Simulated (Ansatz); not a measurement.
Ba2H6Os:
```
CELL_PARAMETERS angstrom
      0.00000     4.02818     4.02818
      4.02818     0.00000     4.02818
      4.02818     4.02818     0.00000
ATOMIC_POSITIONS crystal
  Ba 0.75000 0.75000 0.75000
  Ba 0.25000 0.25000 0.25000
  H  0.78500 0.78500 0.21500
  H  0.21500 0.21500 0.78500
  H  0.21500 0.78500 0.78500
  H  0.78500 0.21500 0.21500
  H  0.78500 0.21500 0.78500
  H  0.21500 0.78500 0.21500
  Os 0.00000 0.00000 0.00000
```

Relaxed with r²SCAN.

Task: Map the valence electron density (e/Å³), cut off at 1 on the plane through (0.750, 0.750, 0.750) spanned by u = [1, 0, 0] and v = [-1, 1, 1] in lattice vectors, from the program Ansatz at the r²SCAN level (PAW).

Result: x is the fraction of u, y of v (the angle between them is 90°; rows are the nearest grid lines); atoms in the plane: Ba at (0.00, 0.00), Ba at (0.00, 0.50), H at (0.50, 0.04), H at (0.50, 0.47), Os at (0.50, 0.25).
```
|.-@@@#-.  .:=#@#=:.  .-#@@@-.|
|@@@@@+:.    .....    .:+@@@@@|
|@@@@#-.               .-#@@@@|
|##+=:.                 .:=+##|
|...                       ...|
|                             |
|                             |
|                             |
|--:..                   ..:--|
|@@@#=:.               .:=#@@@|
|@@@@#-.               .-#@@@@|
|-+@@@*-.  ..:-=-:..  .-*@@@+-|
|-+@@@*-....-*@@@*-....-*@@@+-|
|@@@@#-....:-+%@@+-:....-#@@@@|
|@@@#=:....:-+*#*+-:....:=#@@@|
|--:.....:-=#@@@@@#=-:.....:--|
|     ..:-+@@@@@@@@@+-:..     |
|     ..:-#@@@@@@@@@#-:..     |
|     ..:-*@@@@@@@@@*-:..     |
|...  ...:=#@@@@@@@#=:...  ...|
|##+-:....:-=*###*=-:....:-+##|
|@@@@#-....:-+@@%+-:....-#@@@@|
|@@@@@+:...:-*@@@*-:...:+@@@@@|
|.-@@@#-.  .:=#@#=:.  .-#@@@-.|
```
Scale: ten equal steps from 0.006 (start of ' ') to 1.00 (end of '@'), in the order ' .:-=+*#%@'; x runs from 0.000 to 1.00, y from 0.000 (bottom) to 1.00 (top).

The density is the valence pseudo-density with augmentation charge, so density and ELF within about 1 Å of a nucleus are not all-electron values.

Space group Fm-3m. The workflow started from a Materials Project entry (that database holds measured and hypothetical structures alike); the Crystallography Open Database copy checked does not list it. Whether it is the stable phase at ambient conditions was not checked. Symmetry was held in the r²SCAN relaxation; whether a distortion lowers the energy is not shown. The run is not spin-polarised. Scalar-relativistic: spin–orbit coupling is off unless named, which matters more the heavier the elements.

Potentials: the later of the program's two PAW sets.
